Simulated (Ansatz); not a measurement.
Values for one crystal, relaxed and computed with plane-wave PAW HSE06 (Ansatz code); other levels are named.

Volume per atom: 10.53 Å³
Band gap: 4.17 eV (smallest direct gap 4.18 eV)
Conduction-band minimum: at Γ
Bulk modulus (Birch–Murnaghan fit): 180 GPa
Valence-band maximum: on the M2–D line, 19 % of the way from M2 (k = 0.448, 0.458, -0.500 in fractions of the reciprocal vectors)
Pressure derivative B′: 3.1

**Question.** Which of these materials gives this?
A) ZrO2, rutile
B) BaTiO3, P4mm (Ti on 1b, Ba on 1a, O on 1b, O on 2c)
C) Ga2O3, C2/m (Pearson symbol mS20)
D) BaZrO3, cubic perovskite

**Answer.** C, Ga2O3, C2/m (Pearson symbol mS20)

The HSE06 relaxation kept the symmetry of its start. The hybrid was solved on a coarse mesh, the path and, where they were found, the r²SCAN edge points; its band edges are the extreme levels among these. Scalar-relativistic: spin–orbit coupling is off unless named, which matters more the heavier the elements.

Potentials: the later of the program's two PAW sets.
